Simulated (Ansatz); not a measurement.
# Si (P6_3/mmc) as a metal

```yaml
crystal:
  lattice:
    - [2.64920, 0.00000, 0.00000]
    - [-1.32460, 2.29427, 0.00000]
    - [0.00000, 0.00000, 4.54776]
  atoms:
    - { symbol: Si, position: [0.33333, 0.66667, 0.25000] }
    - { symbol: Si, position: [0.66667, 0.33333, 0.75000] }
```

Unless marked otherwise, the numbers come from LDA, all-electron LAPW in Ansatz 0.2.0, scalar-relativistic. k mesh 16×16×8, fine mesh 24×24×16, Fermi-Dirac smearing of 0.100 eV, basis error target 1 meV/atom. The cell was relaxed by PAW under this functional, which moved its volume by +29 % from the database entry's. The structure is one entry of a database and needn't be the stable phase.

Levels and slopes are solved on a 24×24×16 mesh, and each state is taken as quadratic over its cell.

What is the density of states at the Fermi level, and which bare Sommerfeld coefficient follows?

N(E_F) = 0.398 states/eV/atom (both spins), so γ = (π²/3) k_B² N(E_F) = 0.939 mJ/(mol-atom K²) without electron-phonon or spin-fluctuation enhancement.

What Drude plasma energy and σ/τ do the band velocities give?

(ħω_p,α)² = (e²/ε₀VN_k) Σ_nkσ (∂E/∂k_α)² δ(E − E_F) gives ħω_p = (15.61, 15.61, 13.27) eV along x, y, z, and σ/τ = ε₀ω_p² = 49.8×10²⁰ Ω⁻¹m⁻¹s⁻¹ along x. Weighted by the density of states, the mean Fermi speed is 1.65×10⁶ m/s; the surface has an area of 38.8 Å⁻² for each spin direction.

Which bands cross the Fermi level, and what do they carry?

```json
{"band": "1", "filled part": "0.94", "N (states/eV/cell)": "0.101", "speed (10⁶ m/s)": "1.94", "5th to 95th percentile": "1.57 to 2.21", "area (Å⁻²)": "5.77", "filling": "nearly full"}
{"band": "2", "filled part": "0.68", "N (states/eV/cell)": "0.178", "speed (10⁶ m/s)": "1.71", "5th to 95th percentile": "0.81 to 2.13", "area (Å⁻²)": "9", "filling": "partly filled"}
{"band": "3", "filled part": "0.29", "N (states/eV/cell)": "0.336", "speed (10⁶ m/s)": "1.62", "5th to 95th percentile": "0.55 to 2.13", "area (Å⁻²)": "16", "filling": "partly filled"}
{"band": "4", "filled part": "0.08", "N (states/eV/cell)": "0.18", "speed (10⁶ m/s)": "1.48", "5th to 95th percentile": "0.52 to 2.07", "area (Å⁻²)": "7.88", "filling": "nearly empty"}
```

Map the plane k₃ = 1/2 of the mesh: how many bands lie under the Fermi level at each point, counted from the least on the plane?

k₁ runs to the right and k₂ upwards, each from −½ to ½ with 0 in the middle (the axes needn't be at right angles):
```
222222442222222224444222
222222202222222224444422
222222200222222224444442
222222000002222224444444
422220000000022224444444
442200000000000224444444
440000000000000000444444
222000000000000000222222
222200000000000000222222
222200000000000000022222
222220000000000000022222
222220000000000000002222
222222000000000000002222
222222000000000000000222
222222200000000000000222
222222200000000000000022
444444400000000000000004
444444442200000000000224
444444442222000000002222
244444442222220000022222
224444442222222200222222
222444442222222220222222
222244442222222224422222
222224442222222224442222
```

On PAW files the program sums the optical response inside the mesh cells, interband lines and its own Drude term. Where does ε₁ rise through zero (a sharp plasmon if ε₂ is small there), and how much light is reflected?

```json
{
 "Fine mesh": "24, 24, 16",
 "Window top": "25 eV",
 "Line width": "0.2 eV",
 "Drude damping": "0.2 eV",
 "ε₁ rises through zero at x": "18.86 eV",
 "ε₂ there x": "0.04",
 "ε₁ rises through zero at z": "18.9 eV",
 "ε₂ there z": "0.04",
 "Plasma energy (x, y, z)": "15.53, 15.53, 13.64 eV",
 "Reflectivity at 1 eV, x-polarised": "0.9312",
 "Reflectivity at 2 eV, x-polarised": "0.9543",
 "Reflectivity at 3 eV, x-polarised": "0.959"
}
```

The plasma energy here is the program's own sum at the run's smearing; it differs from the value above by up to 3 %, through mesh and smearing.

What does PAW give for the same cell?

N(E_F) = 0.399 states/eV/atom and ħω_p,x = 15.61 eV.

Limits of these numbers: these sums move with the mesh, by several per cent and more for small sheets; frozen-core PAW files fitted under PBE, their cores solved anew for the functional of the run.
